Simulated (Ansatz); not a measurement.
Clean, relaxed (111) surface of Rh, space group Fm-3m (No. 225) (top face towards +c; atoms held fixed, by place in the list: 1, 2, 3, 4, 5, 6, 7, 8):

```
Rh
1.0
     5.36480    0.00000    0.00000
    -2.68240    4.64605    0.00000
     0.00000    0.00000   23.57051
Rh
16
Direct
  0.33333 0.16667 0.36062
  0.33333 0.66667 0.36062
  0.83333 0.16667 0.36062
  0.83333 0.66667 0.36062
  0.66667 0.33333 0.45354
  0.66667 0.83333 0.45354
  0.16667 0.33333 0.45354
  0.16667 0.83333 0.45354
  0.00000 0.50000 0.54485
  0.00000 0.00000 0.54485
  0.50000 0.50000 0.54485
  0.50000 0.00000 0.54485
  0.33333 0.66667 0.63707
  0.33333 0.16667 0.63707
  0.83333 0.66667 0.63707
  0.83333 0.16667 0.63707
```

These are results of DFT PBE+D3(BJ), scalar-relativistic, plane waves, PAW in Ansatz 0.2.0, not measurements. Plane waves to 420 eV, a k mesh through Γ of 6×6×1 on the computed 16-atom cell and Gaussian smearing (0.10 eV); no spin polarisation. The cell repeats along c with a dipole correction in the vacuum.

E_ads counts from the clean slab and the free adsorbate (spin-polarised where it has unpaired electrons); negative means bound. With the adsorbate the cell is lengthened along c to keep the vacuum.

(1) O2 is put on the top face (one adsorbate per 24.9 Å²) at each of these sites and relaxed. Order them from strongest to weakest binding.
A. top (Rh) at (0.33, 0.67)
B. hollow (Rh-Rh-Rh) at (0.17, 0.33)

Each end is the local minimum or symmetric point that its start leads to. The slab is only 6.6 Å thick, so the energies aren't converged with thickness.

Spin polarisation was left out, and a magnetic state may lie lower.

Answers

(1) B (-1.56 eV), A (-1.51 eV).